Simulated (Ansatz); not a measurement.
# Ca2VCl2O2: relaxation (Ansatz)

input.yaml:

```yaml
crystal:
  lattice:
    - [0.0, 3.83301079, 0.0]
    - [3.83301079, 0.0, 0.0]
    - [1.91650539, 1.91650539, -7.44806084]
  atoms:
    - { symbol: V, position: [0.5, 0.5, 0.0] }
    - { symbol: Cl, position: [0.31738, 0.31738, 0.36524] }
    - { symbol: Cl, position: [0.68262, 0.68262, 0.63476] }
    - { symbol: Ca, position: [0.10434, 0.10434, 0.79132] }
    - { symbol: Ca, position: [0.89566, 0.89566, 0.20868] }
    - { symbol: O, position: [0.5, 0.0, 0.0] }
    - { symbol: O, position: [0.0, 0.5, 0.0] }
  symmetry: { detect: false, time_reversal: true }
kpoints:
  mp_grid: { grid: [5, 5, 5], shift: [0, 0, 0] }
magnetization:
  spin_polarized: true
scf:
  occupations: { method: fermi_dirac }
  lower_state_search: "off"
hamiltonian:
  pseudopotentials: { kind: paw }
  xc: r2scan
  hubbard:
    projectors: all-electron-ortho-atomic
    sites: [{ species: V, l: d, u_eff: 2.84 }]
basis:
  ecutwfc: 500
  fft_grid_basis: typed
relax:
  max_steps: 80
  cell: { p_target: 20.0 }
output:
  forces: true
  stress: true
  eigenvalues: true
  bader: true
  populations: true
  elf: true
  write_potential: true
  volumetric_format: npy
  dos:
    e_range: [-12, 8]
    de: 0.05
    projected: { site_lists: { Ca: [Ca], Cl: [Cl], O: [O], V: [V] } }
  write_density: true
checkpoint:
  read: saved_state
```

Launch command:

```bash
ansatz run input.yaml --threads 2 --pin off --max-ram 4096MiB --backend cpu --events-out ev --progress --plain --runs-dir out
```

Origin of the cell: a known structure type with other elements, at an estimated volume, so it need not be a known compound.

The smearing width isn't typed, so it takes its default of 0.1 eV.

The saved state is a converged single point of the same cell, with its larger moments on V1 up.

The program first moved the atoms by about 0.01 Å at random, to leave a saddle point that the symmetry would hold.

Steps («new basis» is an SCF on plane waves selected anew at the same cell):

```csv
step,ΔH (meV/atom),max force component (eV/Å),P (GPa),volume (Å³),SCF iterations,step was
1,0.0,0.578,10.85,109.43,10,accepted
2,-96.0,0.284,15.89,104.01,8,accepted
3,-155.4,0.159,19.87,99.36,8,accepted
4,-166.4,0.436,21.66,97.46,7,accepted
5,-168.5,0.294,19.73,98.61,7,accepted
6,-169.5,0.007,20.02,98.42,6,accepted
7,-169.5,0.000,20.00,98.43,5,accepted
8,-169.0,0.001,20.00,98.43,8,new basis
```

Before:

Space group I4/mmm (No. 139); the run's cell has a = 3.833 Å, b = 3.833 Å, c = 7.926 Å, α = 76.01°, β = 76.01°, γ = 90.00°. Shortest distances: O–V 1.92 Å, Ca–O 2.47 Å, O–O 2.71 Å, Cl–V 2.72 Å, Ca–Cl 2.95 Å, Ca–Ca 3.11 Å.

After:

Space group I4/mmm (No. 139); the run's cell has a = 3.892 Å, b = 3.892 Å, c = 7.056 Å, α = 73.99°, β = 73.99°, γ = 90.00°. Shortest distances: O–V 1.95 Å, Ca–O 2.40 Å, Cl–V 2.42 Å, Ca–Cl 2.67 Å, O–O 2.75 Å, Ca–Ca 2.82 Å.

```xyz
7
Lattice="0.0000 3.8923 0.0000 3.8923 0.0000 0.0000 1.9462 1.9462 -6.4969" Properties=species:S:1:pos:R:3 pbc="T T T"
V     1.9456    1.9502    0.0017
Cl    1.9456    1.9502   -2.4150
Cl    3.8918    3.8964   -4.0784
Ca    1.9457    1.9502   -5.0856
Ca    3.8918    3.8964   -1.4079
O    -0.0005    1.9503    0.0017
O     1.9456    0.0041    0.0017
```

```
Enthalpy lowered by                                     : 169.0 meV/atom
Volume change                                           : -10.05 %
Final pressure                                          : 20.00 GPa
Relaxation steps listed                                 : 8
Gap on the mesh                                         : 0.80 eV
Site moments at the end (small spheres, which read low) : V1 +2.0 μB
Total moment                                            : 3.00 μB
```

Caveats: the displaced walk ended near the symmetry of the start; the magnetic state was chosen at the start cell and may not be the lowest after relaxing; the program displaced the start to leave a saddle point.

Time: 660 s of wall time on 2 CPU thread(s) of a shared host, from a saved density.
